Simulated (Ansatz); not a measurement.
**Structures of TlB: which is lowest?**

Plane-wave DFT in Ansatz with scalar-relativistic PAW potentials, cutoff 420 eV, Γ-centred meshes chosen by cell and gap, Gaussian smearing with energies taken to zero width. Every cell was relaxed (cell and atoms) in a run of its own, within the symmetry of its start. Functional: PBE.

Relaxed structures (starts from databases or built by putting these elements on another compound's sites):
A. Fm-3m, 2 atoms in the computed cell, a = 5.184 Å; sites (symmetry × multiplicity) Tl m-3m × 4, B m-3m × 4; start: built
B. Fd-3m, 4 atoms in the computed cell, a = 6.821 Å; sites (symmetry × multiplicity) Tl -43m × 8, B -43m × 8; start: built
C. P6_3/mmc, 4 atoms in the computed cell, a = 4.079 Å, c = 5.615 Å; sites (symmetry × multiplicity) Tl -6m2 × 2, B -6m2 × 2; start: built

Q: Rank them by energy. Could pressure change the order?

A:
| structure | group | E − E(lowest) (meV/atom) | V (Å³/atom) | gap on mesh (eV) |
| --- | --- | --- | --- | --- |
| C | P6_3/mmc | 0.0 | 20.22 | 0.00 |
| A | Fm-3m | 53 | 17.41 | 0.00 |
| B | Fd-3m | 490 | 19.84 | 0.00 |

C is lowest, 53 meV/atom under A. A is denser by 2.81 Å³/atom, so pressure favours it: ΔE/ΔV, with ΔE in eV and 1 eV/Å³ = 160.2 GPa, gives about 3.0 GPa for equal enthalpy if both cells were rigid, a rough figure since the two compress differently. Other structures may lie lower than all of these, and vibrations aren't counted.

Spin-orbit coupling is left out, which matters for the bands of heavy elements. For Tl, Pb and Bi spin-orbit coupling shifts energies too.